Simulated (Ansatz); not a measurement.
YbSi$_{2}$ (MoSi2 or CaC2 type, I4/mmm) at seven volumes, DFT-PBE in the program Ansatz with PAW potentials, shape and atoms relaxed at each. One row is withheld.

```tsv
V (Å³/atom)	P (GPa)
17.196	7.93
17.763	4.90
18.330	?
18.897	0.00
19.464	-1.93
20.031	-3.58
20.598	-5.00
```

### Question
Fit the shown pressures and predict the withheld one.

### Answer
Third-order Birch–Murnaghan: P = (3/2)B₀(x^(7/2) − x^(5/2))[1 + (3/4)(B′ − 4)(x − 1)] with x = (V₀/V)^(2/3). Least squares on the six rows gives V₀ = 18.899 Å³/atom, B₀ = 69.32 GPa, B′ = 4.08. At V = 18.330, x = 1.0206 and P = 2.26 GPa. The run itself gave 2.25 GPa.

The cell is a constructed one: a structure type filled with these elements; neither database checked (COD, Materials Project) lists it. COD files the formula under space group No. 191. Whether it is the stable phase at ambient conditions was not checked. The cell was relaxed with PBE under the symmetry of its start; whether a distortion lowers the energy is not shown. The workflow began spin-polarised and lost its moments. The cell computed holds one magnetic atom, so no antiferromagnetic order was within reach. The 4f shell is in the valence. No Hubbard U is applied. Spin–orbit coupling is left out wherever it is not named.

Potentials: the later of the program's two PAW sets.
